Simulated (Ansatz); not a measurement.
Total density of states per atom from DFT-r²SCAN in the program Ansatz with PAW potentials, in 0.25 eV bins, energy from the valence-band maximum:

(E (eV), states/eV/atom): (-7.87, 0.12); (-7.62, 0.11); (-7.37, 0.11); (-7.12, 0.12); (-6.87, 0.31); (-6.62, 0.43); (-6.37, 0.54); (-6.12, 0.55); (-5.87, 0.76); (-5.62, 0.42); (-5.37, 0.35); (-5.12, 0.34); (-4.87, 0.38); (-4.62, 0.47); (-4.37, 0.73); (-4.12, 0.63); (-3.87, 0.82); (-3.62, 0.60); (-3.37, 0.38); (-3.12, 0.33); (-2.87, 0.38); (-2.62, 0.43); (-2.37, 0.58); (-2.12, 0.69); (-1.87, 0.79); (-1.62, 0.55); (-1.37, 0.39); (-1.12, 0.18); (-0.87, 0.07); (-0.62, 0.05); (-0.37, 0.03); (-0.12, 0.01); (0.13, 0.00); (0.38, 0.01); (0.63, 0.13); (0.88, 0.43); (1.13, 0.41); (1.38, 0.44); (1.63, 0.66); (1.88, 0.83); (2.13, 0.86); (2.38, 0.88); (2.63, 0.77); (2.88, 0.92); (3.13, 0.64); (3.38, 0.60); (3.63, 0.53); (3.88, 0.61); (4.13, 0.48); (4.38, 0.47); (4.63, 0.46); (4.88, 0.49); (5.13, 0.60)

Q: Which compound is it?
A) SrP, P-62m (Sr on 3g, Sr on 3f, P on 4h, P on 2e)
B) P, black phosphorus
C) PNO, I2_12_12_1 (P on 4c, N on 4a, O on 4b)
D) BP, zinc blende

A: B, P, black phosphorus. Top 1 eV of the valence band: P 3p 87 %, P 3s 10 %. Bottom 1 eV of the conduction band: P 3p 72 %, P 3s 17 %, outside the projected shells 12 %. Projections are on Löwdin-orthogonalised atomic valence shells; empty p or d shells of many metals are not among them.

Space group Cmce (black phosphorus). The r²SCAN relaxation kept the symmetry of its start. A crystal of weakly bound layers computed without a dispersion correction: the cell and the soft elastic constants depend strongly on that.

Potentials: the later of the program's two PAW sets.
